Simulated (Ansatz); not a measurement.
6 guesses for SbTe₂O₃ and where they end

These are results of DFT PBE, scalar-relativistic, plane waves, PAW in Ansatz 0.2.0, not measurements. Settings: cutoff 420 eV, Γ-centred meshes spaced at most about 0.3 Å⁻¹, and about 0.25 Å⁻¹ or finer for metals (2π included), Gaussian smearing. No spin polarisation in the final relaxations.

Each guess was relaxed in cell and atoms at zero pressure, within the symmetry of its start. These are static total energies at zero pressure. Coordination counts O atoms around Sb and Te (those within 1.25 times the shortest such distance or 1.15 times the sum of covalent radii, 1.27 where that leaves under three; a plus sign parts nearer from farther groups; the shortest distance is added where it exceeds 1.18 times the sum of covalent radii).

```csv
guess,made from,start group,V start (Å³/atom),end group,V end (Å³/atom),coordination at the end,gap on mesh (eV),E over the lowest end (meV/atom)
1,random cell,P4mm,20.5,P4mm,18.9,"Sb 4, Te 1+2",0,0
2,random cell,P6/mmm,21.3,P6/mmm,19.1,"Sb 14+12 from 5.3 Å, Te 1",0,1438
3,random cell,I4/mmm,22.6,I4/mmm,17.4,"Sb 4, Te 2",0,660
4,Pr2SiRh3 type,R-3m,20.1,R-3m,18.3,"Sb 6 from 2.6 Å, Te 3",0,161
5,random cell,P6/mmm,23.7,P6/mmm,16.2,"Sb 6 from 2.8 Å, Te 6 from 2.4 Å",0,371
6,CeB2Ru3 type,P6/mmm,19.3,?,?,?,?,?
```

Guess 6 as it starts:

```cif
data_structure
_symmetry_space_group_name_H-M 'P6/mmm'
_symmetry_Int_Tables_number 191
_cell_length_a 6.2798
_cell_length_b 6.2798
_cell_length_c 3.3984
_cell_angle_alpha 90.000
_cell_angle_beta 90.000
_cell_angle_gamma 120.000
_cell_volume 116.06
loop_
_atom_site_label
_atom_site_type_symbol
_atom_site_symmetry_multiplicity
_atom_site_Wyckoff_symbol
_atom_site_fract_x
_atom_site_fract_y
_atom_site_fract_z
_atom_site_occupancy
Sb1 Sb 1 a 0.00000 0.00000 0.00000 1
Te1 Te 2 c 0.33333 0.66667 0.00000 1
O1 O 3 g 0.50000 0.00000 0.50000 1
```

Question: Predict the end of this guess and its energy over the lowest end.

Answer: It ends in space group P6/mmm (No. 191), with a = 5.760 Å, c = 3.367 Å, 16.1 Å³/atom and no gap. It lies 0.32 eV/atom over the lowest end, above guess 4 and below guess 5. The shortest distance is 2.37 Å (Te–O) in this end and 1.99 Å (Te–O) in the lowest (guess 1).

```xyz
6
Lattice="5.7603 0.0000 0.0000 -2.8801 4.9885 0.0000 0.0000 0.0000 3.3675" Properties=species:S:1:pos:R:3 pbc="T T T"
Sb    0.0000    0.0000    0.0000
Te    0.0000    3.3257    0.0000
Te    2.8801    1.6628    0.0000
O     2.8801    0.0000    1.6837
O     1.4401    2.4943    1.6837
O    -1.4401    2.4943    1.6837
```

The zero of energy is the elements' standard structures at the same level (O₂ as a molecule); no fitted shifts are applied.

Question: Is the lowest end bound against the elements?

Answer: Yes: its formation energy is −0.36 eV/atom. A negative formation energy is needed for stability but isn't enough: competing phases decide.

No dispersion correction is applied, so the spacing and binding between layers, chains or molecules are poorly described (P4mm), and this can change margins and order among such cells. Spin–orbit coupling, which can matter for Sb and Te, is left out. In P4mm, R-3m, P6/mmm at 16.1 Å³/atom, P6/mmm at 16.2 Å³/atom, I4/mmm and others an odd number of electrons in the primitive cell allows no gap without spin; a larger cell or a magnetic state could open one. A magnetic state wasn't ruled out in cells without spin, among them P4mm, R-3m, P6/mmm at 16.1 Å³/atom, P6/mmm at 16.2 Å³/atom, I4/mmm and others. The reference form of Te is held partly by dispersion forces, which this level lacks. Cells relaxed within their symmetry can be saddle points. A lower structure may well exist outside this small set. Some structure types and database cells were kept out of the candidates from the start, so a known form may be missing.
